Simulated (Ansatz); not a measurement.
A geometry of ZnSnP$_{2}$ away from equilibrium: step 5 of the relaxation of a relaxed ZnSnP2 cell displaced along its unstable phonon at q = (½, 0, 0) of its primitive reciprocal cell (87i cm⁻¹), largest move 0.15 Å. These are PBEsol (plane waves to 420 eV, PAW, scalar-relativistic; Ansatz, a program for electronic structure) values and carry that method's errors. Γ-centred k-mesh 5×7×7 on the run's cell (coarser than for final values), Fermi–Dirac smearing 0.05 eV. The plane waves were selected for a different cell earlier on the path.

```
ZnSnP2
1.0
    7.12329     0.00000     0.00000
    0.00000     2.51650     5.25761
    0.00000    -2.51650     5.25761
P Zn Sn
4 2 2
Direct
  0.25000   0.41750   0.79732
  0.75000   0.47129   0.88582
  0.25000   0.88582   0.47129
  0.75000   0.79732   0.41750
  0.00000   0.12841   0.12841
  0.50000   0.12841   0.12841
  0.25000   0.42684   0.35000
  0.75000   0.35000   0.42684
```

### Question
What forces act on the atoms (eV/Å)?

### Answer
| atom | Fx | Fy | Fz |
|---|---|---|---|
| P1 | 0.00 | -0.31 | -0.07 |
| P2 | 0.00 | -0.20 | 0.11 |
| P3 | 0.00 | 0.20 | 0.11 |
| P4 | 0.00 | 0.31 | -0.07 |
| Zn5 | 0.00 | 0.00 | 0.02 |
| Zn6 | 0.00 | 0.00 | 0.02 |
| Sn7 | 0.00 | 0.05 | -0.05 |
| Sn8 | 0.00 | -0.05 | -0.05 |

The path ends in Ama2 (No. 40). No spin polarisation in the result.

The run could not lose the symmetry of its start, so the end can be a saddle point.

The end of the path is a generated cell of ZnSnP2: the first start was made by placing the elements on the sites of a structure type, and the end was not matched to a known phase here, so it may be hypothetical.
